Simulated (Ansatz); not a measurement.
**Computed properties of Pt3Pb**

Pt3Pb:
```cif
data_PbPt3
_chemical_formula_sum 'Pt3 Pb1'
_space_group_name_H-M_alt 'P 1'
_space_group_IT_number 1
_cell_length_a 4.09308
_cell_length_b 4.09308
_cell_length_c 4.09308
_cell_angle_alpha 90.000
_cell_angle_beta 90.000
_cell_angle_gamma 90.000
loop_
_space_group_symop_operation_xyz
  'x, y, z'
loop_
_atom_site_label
_atom_site_type_symbol
_atom_site_fract_x
_atom_site_fract_y
_atom_site_fract_z
_atom_site_occupancy
Pt1 Pt 0.00000 0.50000 0.50000 1
Pt2 Pt 0.50000 0.00000 0.50000 1
Pt3 Pt 0.50000 0.50000 0.00000 1
Pb1 Pb 0.00000 0.00000 0.00000 1
```

Space group Pm-3m (No. 221), Cu3Au type; conventional cell a = b = c = 4.093 Å, α = β = γ = 90.00°.

Method: r²SCAN in the plane-wave PAW code Ansatz. Geometry: relaxed at this level of theory. Other levels are named where they apply.

### Cell and energy

```yaml
volume_per_atom: 17.14 Å³
density: 19.19 g/cm³
Formation energy from the elements (no fitted shifts): -0.12 eV/atom
```

### Electronic structure

```yaml
electronic_character: metallic (no gap)
Density of states at the Fermi level: 0.30 states/eV per atom (mean over ±0.08 eV)
Gap with spin–orbit coupling: none (metallic)
```

### Mechanics

```yaml
Bulk modulus (Birch–Murnaghan fit): 191 GPa
Pressure derivative B′: 5.6
```

### Charges

```yaml
bader_charges: Pt -0.32, Pb +0.97 e
```

The workflow started from an entry of the Crystallography Open Database (COD). Its standing as an ambient phase is unchecked. Symmetry was held in the r²SCAN relaxation; its stability against distortions is not shown here. The run is not spin-polarised. The references are the lowest solids computed at this level, not always the standard phases. Scalar-relativistic: spin–orbit coupling is off unless named, which matters more the heavier the elements.

Potentials: the later of the program's two PAW sets.
